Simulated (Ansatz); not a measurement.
# Two-dimensional strain map in Li

Computed with DFT r2SCAN, scalar-relativistic, plane waves, PAW in Ansatz 0.2.0. The runs took a 500 eV cutoff, a Γ-centred 18×18×18 mesh and Gaussian smearing (0.15 eV). No spin polarisation. Energies are free energies at this smearing, counted from the undisturbed cell; pressure is positive in compression.

Reference structure (as given, not relaxed at this level; it stands at -0.2 GPa; this fcc form isn't the usual structure):

```yaml
crystal:
  lattice:
    - [0.00000, 2.20200, 2.20200]
    - [2.20200, 0.00000, 2.20200]
    - [2.20200, 2.20200, 0.00000]
  atoms:
    - { symbol: Li, position: [0.00000, 0.00000, 0.00000] }
```

The cell is strained by p along both x and y and by q along z, fractional coordinates fixed. Points are written (p, q).

Energy above the undisturbed cell in meV/atom (a dash: not computed):

```csv
p \ q,-0.030,-0.015,0.000,0.015,0.030
-0.030,4.3,2.6,1.5,0.9,0.8
-0.015,1.3,0.3,-0.1,-0.1,0.5
0.000,0.1,-0.2,0.0,0.7,1.9
0.015,0.5,0.9,1.7,3.0,4.8
0.030,2.3,3.4,4.9,6.8,9.1
```

Pressure in GPa:

```csv
p \ q,-0.030,-0.015,0.000,0.015,0.030
-0.030,1.1,0.8,0.6,0.4,0.2
-0.015,0.6,0.4,0.1,0.0,-0.2
0.000,0.2,0.0,-0.2,-0.4,-0.6
0.015,-0.2,-0.4,-0.6,-0.7,-0.9
0.030,-0.6,-0.7,-0.9,-1.0,-1.2
```